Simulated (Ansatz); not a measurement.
ZnSnP2:
```
ZnSnP2
1.0
   -2.82523     2.82523     5.66290
    2.82523    -2.82523     5.66290
    2.82523     2.82523    -5.66290
Zn Sn P
2 2 4
Direct
  0.75000   0.25000   0.50000
  0.00000   0.00000   0.00000
  0.25000   0.75000   0.50000
  0.50000   0.50000   0.00000
  0.10325   0.12500   0.47825
  0.64675   0.62500   0.52175
  0.37500   0.89675   0.02175
  0.87500   0.35325   0.97825
```

DFT-r²SCAN in the program Ansatz with PAW potentials gives a gap of 1.25 eV without spin–orbit coupling, maximum at Γ, minimum at Γ.

Question: What happens when spin–orbit coupling is switched on?

Answer: The gap falls by 0.02 eV, to 1.23 eV; maximum at Γ, minimum at Γ.

Question: Give the electron effective mass with spin–orbit coupling.

Answer: 0.094, 0.094, 0.10 mₑ (principal values).

Question: Give the hole effective mass with spin–orbit coupling.

Answer: 0.17 along x, 0.37 along z (mₑ).

Space group I-42d (chalcopyrite). The cell was relaxed with r²SCAN under the symmetry of its start.

Potentials: the later of the program's two PAW sets.
